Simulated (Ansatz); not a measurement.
Input file for Ansatz (a quantum-chemistry and plane-wave program):

Ansatz 0.2 input:
```yaml
crystal:
  lattice:
    - [0.0, 2.6877416505, 2.6877416505]
    - [2.6877416505, 0.0, 2.6877416505]
    - [2.6877416505, 2.6877416505, 0.0]
  atoms:
    - { symbol: Ta, position: [0.0, 0.0, 0.0] }
    - { symbol: W, position: [0.5, 0.5, 0.5] }
kpoints:
  mp_grid: { grid: [10, 10, 10] }
  band_path:
    path:
      - [[0.0, 0.0, 0.0], [0.5, 0.0, 0.5], [0.625, 0.25, 0.625]]  # Γ-X-U
      - [[0.375, 0.375, 0.75], [0.0, 0.0, 0.0], [0.5, 0.5, 0.5], [0.5, 0.25, 0.75], [0.5, 0.0, 0.5]]  # K-Γ-L-W-X
    npoints: 12
basis: { xc_grid: 2 }
hamiltonian:
  xc: pbe
  pseudopotentials: { azcp: { folder: ./paw }, kind: paw_fr }
magnetization: { noncollinear: true, spin_orbit: true }
scf:
  n_extra_bands: 13
  convergence: { dr2_threshold: 0.0000000001 }
  occupations: { method: gaussian, width: 0.05 }
output: { eigenvalues: true }
```

Output (shortened):

```
Pseudopotential: Ta, paw, valence charge 13
Pseudopotential: W, paw, valence charge 14
Functional definition: PBE
non-collinear run that drives no moment, with spin-orbit …
Crystal: 2 atoms, lattice volume = 38.832 Å³
Basis set: ecut = 420 eV, 749 PW (Γ), exchange–correlation on 54×54×54 points (8 copies of the dense FFT grid, shifted against one another)
Bands: 40, of which v1, the nominal top of the filled ones, is band 27 counted from 1 (26 counted from 0)
Symmetry: 48 space group operations + 48 with time reversal
k-points: 47 of 1000
Projection manifold: j_resolved (fully-relativistic pseudo-atomic orbitals)
SCF iter   1: F=—  HF=-20364.972776 eV  |F-HF|=—  |Δ(HF+E_count)|=         —  Δρ=9.25e-2  dr2=5.50e0  dr2_m=0.00e0 (ungated)  ethr=3.10e-3  |M|=0.00e0 ∫|m|=0.00e0 μB  |m|>n=0.0e0 m-floor=0.0e0 τ_xc=0.0e0  β_m=0.30  ⟨swp⟩=6.6  Hψ=4440  notcnv=0  defer=10
preconditioner: auto → none
SCF iter   2: F=—  HF=-20364.314807 eV  |F-HF|=—  |Δ(HF+E_count)|=   6.58e-1  Δρ=5.20e-2  dr2=1.71e0  dr2_m=0.00e0 (ungated)  ethr=3.10e-3  |M|=0.00e0 ∫|m|=0.00e0 μB  |m|>n=0.0e0 m-floor=0.0e0 τ_xc=0.0e0  β_m=0.25  ⟨swp⟩=2.9  Hψ=1919  notcnv=0  defer=328
SCF iter   3: F=—  HF=-20364.013421 eV  |F-HF|=—  |Δ(HF+E_count)|=   3.01e-1  Δρ=2.74e-2  dr2=1.40e-1  dr2_m=0.00e0 (ungated)  ethr=3.10e-3  |M|=0.00e0 ∫|m|=0.00e0 μB  |m|>n=0.0e0 m-floor=0.0e0 τ_xc=0.0e0  β_m=0.62  ⟨swp⟩=2.0  Hψ=1159  notcnv=0  defer=334
SCF iter   4: F=—  HF=-20364.002582 eV  |F-HF|=—  |Δ(HF+E_count)|=   1.08e-2  Δρ=8.31e-3  dr2=3.81e-2  dr2_m=0.00e0 (ungated)  ethr=5.17e-4  |M|=0.00e0 ∫|m|=0.00e0 μB  |m|>n=0.0e0 m-floor=0.0e0 τ_xc=0.0e0  β_m=0.79  ⟨swp⟩=2.1  Hψ=1515  notcnv=0  defer=334
SCF iter   5: F=—  HF=-20363.991210 eV  |F-HF|=—  |Δ(HF+E_count)|=   1.14e-2  Δρ=1.61e-3  dr2=1.39e-3  dr2_m=0.00e0 (ungated)  ethr=1.41e-4  |M|=0.00e0 ∫|m|=0.00e0 μB  |m|>n=0.0e0 m-floor=0.0e0 τ_xc=0.0e0  β_m=0.70  ⟨swp⟩=2.2  Hψ=1459  notcnv=0  defer=338
SCF iter   6: F=—  HF=-20363.990627 eV  |F-HF|=—  |Δ(HF+E_count)|=   5.83e-4  Δρ=2.82e-4  dr2=4.04e-5  dr2_m=0.00e0 (ungated)  ethr=5.14e-6  |M|=0.00e0 ∫|m|=0.00e0 μB  |m|>n=0.0e0 m-floor=0.0e0 τ_xc=0.0e0  β_m=0.83  ⟨swp⟩=2.4  Hψ=1288  notcnv=0  defer=324
SCF iter   7: F=—  HF=-20363.990611 eV  |F-HF|=—  |Δ(HF+E_count)|=   1.57e-5  Δρ=4.35e-5  dr2=5.26e-7  dr2_m=0.00e0 (ungated)  ethr=1.50e-7  |M|=0.00e0 ∫|m|=0.00e0 μB  |m|>n=0.0e0 m-floor=0.0e0 τ_xc=0.0e0  β_m=0.91  ⟨swp⟩=2.2  Hψ=1260  notcnv=0  defer=324
SCF iter   8: F=—  HF=-20363.990609 eV  |F-HF|=—  |Δ(HF+E_count)|=   1.71e-6  Δρ=7.86e-6  dr2=2.73e-8  dr2_m=0.00e0 (ungated)  ethr=1.95e-9  |M|=0.00e0 ∫|m|=0.00e0 μB  |m|>n=0.0e0 m-floor=0.0e0 τ_xc=0.0e0  β_m=0.94  ⟨swp⟩=1.9  Hψ=1080  notcnv=0  defer=324
SCF iter  10: F=-20363.990609 eV  HF=-20363.990609 eV  |F-HF|=3.64e-12  |Δ(HF+E_count)|=  2.55e-11  Δρ=4.37e-8  dr2=5.98e-13  dr2_m=0.00e0 (ungated)  ethr=1.00e-12  |M|=0.00e0 ∫|m|=0.00e0 μB  |m|>n=0.0e0 m-floor=0.0e0 τ_xc=0.0e0  ⟨swp⟩=7.6  Hψ=3057  notcnv=0
SCF 1 converged in 10 iterations: F = -20363.990609 eV  dr2 = 5.98e-13
NSCF: frozen V_eff on 74 k-points
SCF converged after 10 iterations
Magnetization: |M| = 0.0000 μB,  M = (+0.0000, +0.0000, +0.0000) μB
Absolute magnetization: 0.0000 μB (∫|m|)
  site 0: m = (+0.0000, +0.0000, +0.0000) μB, |m| = 0.0000 μB  (R = 1.11 Å)
  site 1: m = (+0.0000, +0.0000, +0.0000) μB, |m| = 0.0000 μB  (R = 1.11 Å)
Free energy (F): -20363.990609 eV
Harris-Foulkes:  -20363.990609 eV  (|F-HF|=3.64e-12)
Internal energy: -20363.988753 eV  (E = F + TS)
E sigma→0 (E₀):  -20363.989681 eV
Entropy (-TS):   -0.001856 eV (-0.928 meV/atom)
Fermi energy:    17.313390 eV
--- Per-component energies (eV) ---
  E_band       = -279.698918
  E_kinetic    = 810.763719
  E_local      = -1383.449832  (includes V_loc(G=0)·N_el)
  E_nonlocal   = -37.862296
  E_hartree    = 529.045435
  E_xc         = -584.968991
  E_vxc        = -460.000357  (∫ρ·V_xc dr)
  E_paw        = -16924.813284  (= ΣΔE_a)
  E_vpaw       = -267.241215  (= ΣTr[D̂ρ^β])
  E_aug_tail   = 0.000212  (compensation charges beyond the density's cutoff)
  E_ewald      = -2772.703715
  E_smearing   = -0.001856  (= −TS)
  E_closure    = 0.000000  (closes the sum)
  Σ components = -20363.990609   (vs F -20363.990609, Δ=0.00e0)
  [band-id]    e_kinetic+e_local+e_nonlocal+2·e_hartree+e_vxc+e_vpaw+e_augmentation_tail = -279.698900   (vs E_band -279.698918, Δ=1.81e-5)
--- Band table (eV; the first three rows and the last of 47) ---
  k-point 0: bands = ["-56.0728", "-56.0728", "-50.1195", "-50.1195", "-27.5331", "-27.5331", "-23.0094", "-23.0094", "-17.8392", "-17.8392", "-17.8392", "-17.8392", "-14.2498", "-14.2498", "-14.2498", "-14.2498", "9.4405", "9.4405", "13.8617", "13.8617", …
  k-point 1: bands = ["-56.0725", "-56.0725", "-50.1197", "-50.1197", "-27.5327", "-27.5327", "-23.0138", "-23.0138", "-17.8381", "-17.8381", "-17.8350", "-17.8350", "-14.2680", "-14.2680", "-14.2623", "-14.2623", "9.6780", "9.6780", "14.0000", "14.0000", …
  k-point 2: bands = ["-56.0715", "-56.0715", "-50.1200", "-50.1200", "-27.5318", "-27.5318", "-23.0251", "-23.0251", "-17.8352", "-17.8352", "-17.8238", "-17.8238", "-14.3158", "-14.3158", "-14.2954", "-14.2954", "10.3656", "10.3656", "14.1711", "14.1711", …
  k-point 46: bands = ["-56.0684", "-56.0684", "-50.1198", "-50.1198", "-27.5414", "-27.5414", "-23.0925", "-23.0925", "-17.8695", "-17.8695", "-17.8138", "-17.8138", "-14.3487", "-14.3487", "-14.3135", "-14.3135", "13.6393", "13.6393", "13.9851", "13.9851", …
```

Cost: about 27 core-seconds (a rough figure) on shared cores.

Space group Fm-3m (rock salt). The start of the workflow was typed in or built on a structure type; neither database checked (COD, Materials Project) lists it. Whether it is the stable phase at ambient conditions was not checked. The cell was relaxed with PBE under the symmetry of its start; whether a distortion lowers the energy is not shown. The run is not spin-polarised. Its formation energy is positive at this level, so the cell may be metastable or incomplete.

Potentials: the earlier of the program's two PAW sets.

Ansatz is a plane-wave DFT program.
